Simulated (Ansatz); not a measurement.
Bi, DFT, LDA, all-electron LAPW, scalar-relativistic (Ansatz 0.2.0), run on 1 thread of Intel(R) Xeon(R) 6975P-C (Granite Rapids) on a shared host.

The structure is an experimental refinement, used without relaxation. The listed cell was then made from it by scaling, straining or moving an atom.

Command: `ansatz run input.yaml --threads 1 --pin off --max-ram 3072MiB --backend cpu --events-out ev --progress --plain --runs-dir out`

```yaml
crystal:
  lattice:
    - [2.2993312633, 1.3434519746, 3.9719265833]
    - [-2.2466680935, 1.3207219778, 3.9491965865]
    - [0.0066468302, -2.6048639523, 3.9408768302]
  atoms:
    - { symbol: Bi, position: [0.23389, 0.23389, 0.23389] }
    - { symbol: Bi, position: [0.76611, 0.76611, 0.76611] }
kpoints:
  mp_grid: { grid: [11, 11, 11] }
  band_path:
    path:
      - [0.0, 0.0, 0.0]
      - [-0.5, -0.5, -0.5]
      - [0.5, 0.0, 0.0]
      - [0.0, 0.0, 0.0]
      - [0.0, 0.0, 0.5]
      - [0.0, -0.5, 0.0]
      - [0.0, 0.0, 0.0]
      - [0.5, 0.0, 0.5]
      - [-0.5, -0.5, 0.0]
    npoints: 5
scf:
  occupations: { method: fermi_dirac, width: 0.03 }
hamiltonian:
  xc: lda
  pseudopotentials: { kind: all_electron, lapw: { basis_error: 0.00025 } }
output:
  forces: true
  stress: true
  eigenvalues: true
```

Q: How large is the problem that the program sets up?

A: 666 irreducible k-points, 629 plane waves at Γ, 45 bands.

Q: About how long does it take, and how much memory does it use?

A: 3 min of wall time for 7 SCF iterations, with a peak of 2.7 GiB. Times on shared machines scatter by tens of per cent.
